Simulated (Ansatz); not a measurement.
Ansatz (a quantum-chemistry and plane-wave program) input:

Ansatz 0.2 input:
```yaml
crystal:
  lattice:
    - [3.1060715988, 0.0, 0.0]
    - [-1.5530357994, 2.6899369105, 0.0]
    - [0.0, 0.0, 12.2609783102]
  atoms:
    - { symbol: Si, position: [0.6666666667, 0.3333333333, 0.25] }
    - { symbol: Si, position: [0.3333333333, 0.6666666667, 0.75] }
    - { symbol: Mo, position: [0.6666666667, 0.3333333333, 0.9065241434] }
    - { symbol: Mo, position: [0.3333333333, 0.6666666667, 0.0934758566] }
    - { symbol: Mo, position: [0.3333333333, 0.6666666667, 0.4065241434] }
    - { symbol: Mo, position: [0.6666666667, 0.3333333333, 0.5934758566] }
    - { symbol: C, position: [0.0, 0.0, 0.0] }
    - { symbol: C, position: [0.0, 0.0, 0.5] }
kpoints:
  mp_grid: { grid: [15, 15, 4] }
hamiltonian:
  xc: r2scan
  pseudopotentials: { kind: paw }
scf:
  occupations: { method: gaussian, width: 0.05 }
checkpoint: { read: metal.run }
output: { write_density: true, elf: true, volumetric_format: npy }
basis: { fft_grid_basis: typed }
```

Output (shortened):

```
Pseudopotential: Si, paw, valence charge 4
Pseudopotential: Mo, paw, valence charge 14
Pseudopotential: C, paw, valence charge 4
Functional definition: r2SCAN
Crystal: 8 atoms, lattice volume = 102.442 Å³
Basis set: ecut = 500 eV, 2589 PW (Γ), exchange–correlation on 96×96×360 points (64 copies of the dense FFT grid, shifted against one another)
Bands: 52, of which v1, the nominal top of the filled ones, is band 36 counted from 1 (35 counted from 0)
Symmetry: 24 space group operations
Space group: P63/mmc (ITA 194), of the structure as read, at distance tolerance 4.7e-5 Å
k-points: 81 of 900
Stability of the state it starts from, as read at its close in the unpolarized treatment …
iter 1 solved again at ethr=3.62e-8 eV; its pass at ethr=3.10e-3 eV (dr2=2.61e-5 eV) is discarded
SCF iter   1: F=—  HF=-21652.639431 eV  |F-HF|=—  |Δ(HF+E_count)|=         —  Δρ=4.72e-7  dr2=1.82e-10  dr2_τ=4.81e-11  ethr=3.62e-8  ⟨swp⟩=4.0  Hψ=28773  notcnv=0
preconditioner: auto → Kerker (q_TF=auto, 2.573 Å⁻¹)
SCF iter   2: F=-21652.639431 eV  HF=-21652.639431 eV  |F-HF|=0.00e0  |Δ(HF+E_count)|=   1.86e-7  Δρ=2.58e-7  dr2=5.82e-11  dr2_τ=6.81e-11  ethr=1.00e-12  ⟨swp⟩=7.0  Hψ=15052  notcnv=0
SCF 1 converged in 2 iterations: F = -21652.639431 eV  dr2 = 5.82e-11
SCF converged after 2 iterations
Free energy (F): -21652.639431 eV
Harris-Foulkes:  -21652.639431 eV  (|F-HF|=0.00e0)
Internal energy: -21652.633982 eV  (E = F + TS)
E sigma→0 (E₀):  -21652.636706 eV
Entropy (-TS):   -0.005449 eV (-0.681 meV/atom)
Fermi energy:    17.778715 eV
--- Per-component energies (eV) ---
  E_band       = -334.713572
  E_kinetic    = 2028.699328
  E_local      = -4857.008393  (includes V_loc(G=0)·N_el)
  E_nonlocal   = 671.737949
  E_hartree    = 1799.764681
  E_xc         = -915.903146
  E_vxc        = -1261.827249  (∫ρ·V_xc dr)
  E_paw        = -14108.604775  (= ΣΔE_a)
  E_vpaw       = -595.037178  (= ΣTr[D̂ρ^β])
  E_aug_tail   = 0.000048  (compensation charges beyond the density's cutoff)
  E_vtau       = 79.192999  (kinetic-family band-sum trace: ∫τ·v_τ [+ j·A + Jᵃ·Aᵃ] dr)
  E_ewald      = -6270.232447
  E_core_change = -1.087228  (= ΣΔE_core)
  E_smearing   = -0.005449  (= −TS)
  E_closure    = 0.000000  (closes the sum)
  Σ components = -21652.639431   (vs F -21652.639431, Δ=0.00e0)
  [band-id]    e_kinetic+e_local+e_nonlocal+2·e_hartree+e_vxc+e_vpaw+e_augmentation_tail+e_vtau = -334.713134   (vs E_band -334.713572, Δ=4.38e-4)
--- Band table (eV; the first three rows and the last of 81) ---
  k-point 0: bands = ["-45.8625", "-45.8615", "-45.7658", "-45.7648", "-19.6039", "-19.5784", "-19.0218", "-19.0095", "-19.0095", "-19.0082", "-19.0082", "-18.9937", "-18.9284", "-18.9284", "-18.9271", "-18.9271", "3.6421", "3.9855", "6.2245", "7.1337", …
  k-point 1: bands = ["-45.8624", "-45.8617", "-45.7657", "-45.7650", "-19.6003", "-19.5823", "-19.0176", "-19.0093", "-19.0093", "-19.0084", "-19.0084", "-18.9977", "-18.9282", "-18.9282", "-18.9273", "-18.9273", "3.6845", "3.9249", "6.3507", "6.9842", …
  k-point 2: bands = ["-45.8620", "-45.8620", "-45.7653", "-45.7653", "-19.5915", "-19.5915", "-19.0089", "-19.0089", "-19.0089", "-19.0089", "-19.0075", "-19.0075", "-18.9277", "-18.9277", "-18.9277", "-18.9277", "3.7960", "3.7960", "6.6569", "6.6569", …
  k-point 80: bands = ["-45.7492", "-45.7492", "-45.7484", "-45.7484", "-19.4680", "-19.4680", "-19.4474", "-19.4474", "-19.4426", "-19.4426", "-19.2197", "-19.2197", "-19.0646", "-19.0646", "-19.0528", "-19.0528", "4.9889", "4.9889", "10.0630", "10.0630", …
```

Cost: about 29 core-seconds (a rough figure) on shared cores.

Space group P6_3/mmc. The start of the workflow was typed in or built on a structure type; neither database checked (COD, Materials Project) lists it. Its standing as an ambient phase is unchecked. The cell was relaxed with r²SCAN under the symmetry of its start; whether a distortion lowers the energy is not shown. The run is not spin-polarised. Spin–orbit coupling is left out wherever it is not named.

Potentials: the later of the program's two PAW sets.

Ansatz is a plane-wave DFT program.
